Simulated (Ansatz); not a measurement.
Relaxed-ion elastic tensor of TiO₂ (anatase, space group No. 141) in GPa (Voigt order), LDA (plane waves, PAW; program Ansatz); density 4.01 g/cm³, 11.02 Å³ per atom.

```
 390   164   160   0.0   0.0   0.0
 164   390   160   0.0   0.0   0.0
 160   160   203   0.0   0.0   0.0
 0.0   0.0   0.0  46.6   0.0   0.0
 0.0   0.0   0.0   0.0  46.6   0.0
 0.0   0.0   0.0   0.0   0.0  61.6
```

Q: Is the crystal mechanically stable?

A: Yes: the smallest eigenvalue of C is 46.6 GPa.

Q: Work out the Voigt, Reuss and Hill averages.

A: K_V = 217, K_R = 191, K_H = 204; G_V = 64.1, G_R = 55.9, G_H = 60.0 GPa.

Q: Give Young's modulus, Poisson's ratio, Pugh's ratio and the universal anisotropy index.

A: E = 9KG/(3K + G) = 164 GPa; ν = 0.37; K/G = 3.40 (ductile by the Pugh limit of 1.75); A_U = 5G_V/G_R + K_V/K_R − 6 = 0.87.

Q: Estimate the sound speeds and the Debye temperature.

A: v_l = √((K + 4G/3)/ρ) = 8420 m/s, v_t = √(G/ρ) = 3870 m/s, mean 4360 m/s; Θ = (h/k)(3n/4πV)^(1/3) v_m = 583 K.

Q: Solve the Christoffel equation for the three sound speeds along x, y, z.

A: Eigenvalues of C_ijkl n_j n_l equal ρv². In km/s, slowest first: x 3.41, 3.92, 9.86; y 3.41, 3.92, 9.86; z 3.41, 3.41, 7.11.

Q: How much does each axis shrink under pressure?

A: Linear compressibilities β_i = Σ_j S_ij (j = 1 to 3): x 0.70, y 0.70, z 3.8 per TPa.

Space group I4_1/amd (anatase). Symmetry was held in the LDA relaxation. No spin polarisation was allowed.

Potentials: the earlier of the program's two PAW sets. The files were generated under PBE; for other functionals the program regenerates the frozen cores, and for LDA and PBEsol the local potential too.
